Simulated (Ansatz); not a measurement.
ReC:
```
ReC
1.0
    4.12551     0.00000     0.00000
    0.00000     4.12551     0.00000
    0.00000     0.00000     4.12551
Re C
3 3
Direct
  0.00000   0.50000   0.50000
  0.50000   0.00000   0.50000
  0.50000   0.50000   0.00000
  0.50000   0.00000   0.00000
  0.00000   0.50000   0.00000
  0.00000   0.00000   0.50000
```

Relaxed with PBE. Special points in fractions of this cell's reciprocal vectors: Γ (0.000, 0.000, 0.000); X (0.000, 0.500, 0.000); M (0.500, 0.500, 0.000); R (0.500, 0.500, 0.500).

**Question.** List the band energies nearest the Fermi level at these points for plane-wave PAW PBE with spin–orbit coupling (Ansatz code).

**Answer.** In eV from the Fermi level; about four levels below and three above (degenerate sets whole), none deeper than 8.9 eV; points with the same levels are listed once.

```
k                                below                          above
-  -----------------------------------  -----------------------------
Γ              -0.32 -0.32 -0.30 -0.30            0.83 0.83 0.83 0.83
X              -0.37 -0.37 -0.14 -0.14            1.03 1.03 2.23 2.23
M              -2.29 -2.29 -1.77 -1.77            0.24 0.24 0.48 0.48
R  -1.27 -1.27 -1.27 -1.27 -0.45 -0.45  1.80 1.80 1.91 1.91 1.91 1.91
```

Space group Pm-3m. The start of the workflow was typed in or built on a structure type; neither database checked (COD, Materials Project) lists it. Its standing as an ambient phase is unchecked. Symmetry was held in the PBE relaxation; whether a distortion lowers the energy is not shown. No spin polarisation was allowed. Its formation energy is positive at this level, so the cell may be metastable or incomplete.

Potentials: the earlier of the program's two PAW sets.
